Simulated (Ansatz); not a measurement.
Zr$_{3}$Cu$_{4}$Si$_{4}$:
```yaml
crystal:
  lattice:
    - [-1.96466, 3.18342, 6.53150]
    - [1.96466, -3.18342, 6.53150]
    - [1.96466, 3.18342, -6.53150]
  atoms:
    - { symbol: Zr, position: [0.87467, 0.87467, 0.00000] }
    - { symbol: Zr, position: [0.12533, 0.12533, 0.00000] }
    - { symbol: Zr, position: [0.50000, 0.00000, 0.50000] }
    - { symbol: Si, position: [0.80930, 0.50000, 0.30930] }
    - { symbol: Si, position: [0.19070, 0.50000, 0.69070] }
    - { symbol: Si, position: [0.28451, 0.78451, 0.50000] }
    - { symbol: Si, position: [0.71549, 0.21549, 0.50000] }
    - { symbol: Cu, position: [0.52222, 0.33045, 0.19177] }
    - { symbol: Cu, position: [0.47778, 0.66955, 0.80823] }
    - { symbol: Cu, position: [0.13869, 0.33045, 0.80823] }
    - { symbol: Cu, position: [0.86131, 0.66955, 0.19177] }
```

Relaxed with r²SCAN. Special points in fractions of this cell's reciprocal vectors: Γ (0.000, 0.000, 0.000); X (0.500, 0.500, -0.500); F2 (0.273, 0.727, -0.273); Σ0 (-0.273, 0.273, 0.273); Y0 (0.309, -0.309, 0.309); U0 (0.691, 0.309, -0.309); R (0.000, 0.500, 0.000); W (0.250, 0.250, 0.250); S (0.500, 0.000, 0.000); T (0.000, 0.000, 0.500).

### Question
List the band energies nearest the Fermi level at these points for r²SCAN in the plane-wave PAW code Ansatz.

### Answer
In eV from the Fermi level; about four levels below and three above (degenerate sets whole), none deeper than 8.9 eV; points with the same levels are listed once.

| k | below | above |
|---|---|---|
| Γ | -1.81 -1.67 -0.84 -0.08 | 0.47 1.03 1.20 |
| X | -1.81 -1.62 -1.23 -0.07 | 0.08 0.30 1.21 |
| F2 | -2.33 -2.11 -1.85 -1.69 | 0.24 0.34 0.40 |
| Y0 | -1.13 -0.89 -0.68 -0.37 | 1.00 1.56 1.63 |
| R | -2.00 -1.73 -1.64 -0.33 | 0.20 0.65 0.77 |
| W | -2.34 -1.50 -1.44 -0.50 | 0.07 1.04 1.18 |
| S | -1.69 -1.69 -1.28 -1.24 -0.09 | 0.46 0.49 0.94 |
| T | -1.83 -1.12 -0.22 -0.11 | 1.05 1.17 2.15 |

Space group Immm. The workflow started from a Materials Project entry (that database holds measured and hypothetical structures alike); the Crystallography Open Database copy checked does not list it. Its standing as an ambient phase is unchecked. Symmetry was held in the r²SCAN relaxation; its stability against distortions is not shown here. No spin polarisation was allowed. Spin–orbit coupling is left out wherever it is not named.

Potentials: the later of the program's two PAW sets.
